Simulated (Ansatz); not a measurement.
BeSe:
```
BeSe
1.0
    0.00000     2.54068     2.54068
    2.54068     0.00000     2.54068
    2.54068     2.54068     0.00000
Be Se
1 1
Cartesian
  0.00000   0.00000   0.00000
  3.81102   3.81102   3.81102
```

Relaxed with LDA. Special points in fractions of this cell's reciprocal vectors: Γ (0.000, 0.000, 0.000); X (0.500, 0.000, 0.500); U (0.625, 0.250, 0.625); K (0.375, 0.375, 0.750); L (0.500, 0.500, 0.500); W (0.500, 0.250, 0.750).

Q: List the band energies nearest the valence-band maximum at these points for the program Ansatz at the LDA level (PAW).

A: In eV from the valence-band maximum; about four levels below and three above (degenerate sets whole), none deeper than 8.9 eV; points with the same levels are listed once.

| k | below | above |
|---|---|---|
| Γ | 0.00 0.00 0.00 | 4.44 4.95 4.95 4.95 |
| X | -5.25 -2.80 -2.80 | 2.40 4.15 11.88 11.88 |
| U | -4.80 -4.26 -2.34 | 3.61 6.82 9.80 |
| L | -5.95 -1.13 -1.13 | 4.39 5.92 5.92 |
| W | -4.51 -4.03 -3.50 | 6.07 7.13 7.27 |

Space group F-43m (zinc blende). Symmetry was held in the LDA relaxation. Scalar-relativistic: spin–orbit coupling is off unless named, which matters more the heavier the elements.

Potentials: the earlier of the program's two PAW sets. The files were generated under PBE; for other functionals the program regenerates the frozen cores, and for LDA and PBEsol the local potential too.
